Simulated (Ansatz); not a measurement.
RbHoBr4: zone-centre modes

Method: DFT PBE, scalar-relativistic, plane waves, PAW, and for the lanthanide a 4f-in-core norm-conserving potential (Ansatz). Settings: 690 eV plane-wave cutoff, Γ-centred 4×4×4 mesh, fixed occupations. No spin polarisation. Phonons by linear response, acoustic sum rule imposed.

The cell, relaxed at this level:
```xyz
6
Lattice="5.5270 0.0000 0.0000 0.0000 5.5270 0.0000 0.0000 0.0000 9.0817" Properties=species:S:1:pos:R:3 pbc="T T T"
Rb    0.0000    0.0000    0.0000
Ho    2.7635    2.7635    4.5408
Br    2.7635    2.7635    7.3013
Br    2.7635    2.7635    1.7803
Br    2.7635    0.0000    4.5408
Br    0.0000    2.7635    4.5408
```

The cell was found from a structure generator's guess, not taken from experiment. The run warned that its linear response isn't converged on this k mesh, so dielectric tensors, Born charges and infrared intensities are rough, and the frequencies may be too.

Q: Is this structure stable against zone-centre distortions?

A: No: 3 of the 15 optical modes are imaginary.

Q: List the optical modes at Γ without the LO field (i marks imaginary ones).

A:
```
frequency (cm⁻¹)  degeneracy  IR intensity of the level ((D/Å)²/amu)
             35i           2                                    1.51
             20i           1                                    1.03
              26           2                                    0.04
              33           1                                    0.00
              36           2                                    0.00
              47           2                                    2.68
              63           1                                    0.00
             155           1                                    3.55
             161           1                                    0.00
             167           2                                    9.48
```

The lanthanide is trivalent by construction, without f bands, f moments or other valences.
